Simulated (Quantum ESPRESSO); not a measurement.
## W2RuIr4Li (a curve over one atom's position)

Computed values, not a measurement. The program is pw.x of Quantum ESPRESSO 7.5 (plane-wave density functional theory). The cell is made up: eight metal atoms on a face-centred cubic lattice, with elements, volume, strain and displacements drawn at random and not relaxed, so it may be unstable or far from any real phase. PseudoDojo standard norm-conserving files set the functional (PBE unless stated); there is no spin polarisation or spin-orbit coupling, the Fermi-Dirac width of 0.25 eV means electrons at about 2900 K, and the masses in the input are unused placeholders. Heavy elements are run without spin-orbit coupling, which real alloys of them have. A spin test at this wide smearing found no moment, but such smearing suppresses magnetism that the real alloy may have.

Seven runs move atom 6 (Ir, counted in the order of the input) along x and keep all else fixed.

Input of the run at +0.0034:

```
&control calculation='scf', pseudo_dir='./dojo.nc.sr.pbe.v0_5.standard.upf', outdir='./o', disk_io='minimal', tprnfor=.true., tstress=.true. /
&system ibrav=0, nat=8, ntyp=4, nbnd=75, ecutwfc=84.00895049, nosym=.true., tot_charge=0,
 occupations='smearing', smearing='fd', degauss=0.0183746611
/
&electrons conv_thr=1.470e-08, electron_maxstep=70, mixing_beta=0.5 /
ATOMIC_SPECIES
Ir 1.0 Ir.upf
Li 1.0 Li.upf
Ru 1.0 Ru.upf
W 1.0 W.upf
CELL_PARAMETERS angstrom
0.0 -1.9422 -1.9422
1.9422 3.8843 -1.9422
7.7686 -3.8843 3.8843
ATOMIC_POSITIONS angstrom
W 0.0121 -0.053 0.0137
W 4.0339 -1.9792 1.955
Ru 3.8805 -0.0506 0.0018
Ir 7.697 -1.9645 1.9483
Ir 1.9215 -1.989 0.0338
Ir 5.8928 -3.8143 1.9565
Li 1.874 -0.0024 -1.9621
Ir 5.8293 -1.9439 -0.0115
K_POINTS automatic
9 5 3 1 1 1
```

```
shift of atom 6 along x (Å)  free energy less that of the input shown (eV)  Fx on atom 6 (eV/Å)  Fy on atom 6 (eV/Å)  Fz on atom 6 (eV/Å)  pressure (GPa)  iterations
                    -0.0849                                         0.0560                1.347               -1.227                0.384            2.12          18
                    -0.0243                                         0.0041                0.370               -1.196                0.348            1.85          18
                    +0.0034                                         0.0000               -0.076               -1.203                0.338            1.84          18
                    +0.0151                                         0.0020               -0.264               -1.209                0.335            1.87          18
                    +0.0262                                         0.0059               -0.444               -1.218                0.332            1.90          18
                    +0.0636                                         0.0339               -1.055               -1.263                0.329            2.10          18
                    +0.0856                                         0.0611               -1.420               -1.301                0.331            2.28          17
```

A cubic fit gives dFx/dx = -16.11 eV/Å² at zero shift. Across the table the energy follows minus the integral of the force to 0.1 meV. A rerun of one of the cells at a higher cutoff and on a denser mesh moved values by no more than 0.011 eV in energy, 0.09 GPa in stress and 0.008 eV/Å in force, and a second program with other atomic files agreed on that cell to 2 % rms in force and 0.5 GPa in pressure.